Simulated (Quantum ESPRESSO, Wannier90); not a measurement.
Tight-binding from DFT: LiAl3 (Cu3Au type)

```
begin unit_cell_cart
ang
    3.9958400000    0.0000000000    0.0000000000
    0.0000000000    3.9958400000    0.0000000000
    0.0000000000    0.0000000000    3.9958400000
end unit_cell_cart
begin atoms_frac
Li   0.0000000000  0.0000000000  0.0000000000
Al   0.5000000000  0.5000000000  0.0000000000
Al   0.0000000000  0.5000000000  0.5000000000
Al   0.5000000000  0.0000000000  0.5000000000
end atoms_frac
```

Cell from Materials Project (mp-10890), symmetrised, no further relaxation. Not found in the COD (Crystallography Open Database) copy used; not checked further. Computed values, not measurements, from PBEsol: Quantum ESPRESSO (norm-conserving PseudoDojo potentials, cutoff 60 Ry, no spin polarisation, no spin-orbit coupling) on a Γ-centred 8×8×8 mesh, then Wannier90. Density: 10×10×10 mesh, cold smearing 0.01 Ry.

A tight-binding model is made by disentanglement and projection with no localisation steps (num_iter = 0), so the 16 orbitals stay atom-like: hydrogen-like Li: s;p; Al: s;p, axes along x, y, z; frozen window up to 1.50 eV relative to the Fermi level. It follows pw.x to 8.9 meV rms for states up to 1.0 eV relative to the Fermi level. Matrix elements depend on this choice of orbitals and windows.

What are the on-site energies relative to the Fermi level, and how fast do the hoppings decay?


```csv
atom,orbitals,energy (eV)
Li1,s,4.09
Li1,pz px py,6.16
Al2,s,-1.44
Al2,pz,3.90
Al2,px py,4.44
Al3,s,-1.44
Al3,pz py,4.44
Al3,px,3.90
Al4,s,-1.44
Al4,pz px,4.44
Al4,py,3.90
```

```
distance of the centres (Å)  largest modulus (eV)
---------------------------  --------------------
2–3                                           1.4
3–4                                          0.21
4–5                                          0.13
5–6                                          0.32
6–7                                         0.050
7–8                                         0.041
8–9                                         0.069
9–10                                        0.011
10–11                                      0.0091
11–12                                       0.011
12–13                                      0.0076
```
